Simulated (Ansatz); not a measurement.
BeS in space group P4_2/mmc (No. 131; Be on 2c, S on 2e) at seven volumes, the program Ansatz at the PBE level (PAW), shape and atoms relaxed at each. One row is withheld.

| V (Å³/atom) | P (GPa) |
|---|---|
| 14.573 | ? |
| 15.053 | 4.85 |
| 15.534 | 2.34 |
| 16.014 | 0.00 |
| 16.495 | -1.96 |
| 16.975 | -3.63 |
| 17.456 | -5.15 |

Q: Fit the shown pressures and predict the withheld one.

A: P = (3/2)B₀(x^(7/2) − x^(5/2))[1 + (3/4)(B′ − 4)(x − 1)] with x = (V₀/V)^(2/3). Least squares on the six rows gives V₀ = 16.021 Å³/atom, B₀ = 70.0 GPa, B′ = 3.56. At V = 14.573, x = 1.0652 and P = 7.84 GPa. The run itself gave 7.56 GPa.

A made-up cell: these elements were put on the sites of a structure type; neither database checked (COD, Materials Project) lists it. COD files the formula under space group No. 216, so this cell is another polymorph or a model. Whether it is the stable phase at ambient conditions was not checked. The cell was relaxed with PBE under the symmetry of its start; its stability against distortions is not shown here.

Potentials: the later of the program's two PAW sets.
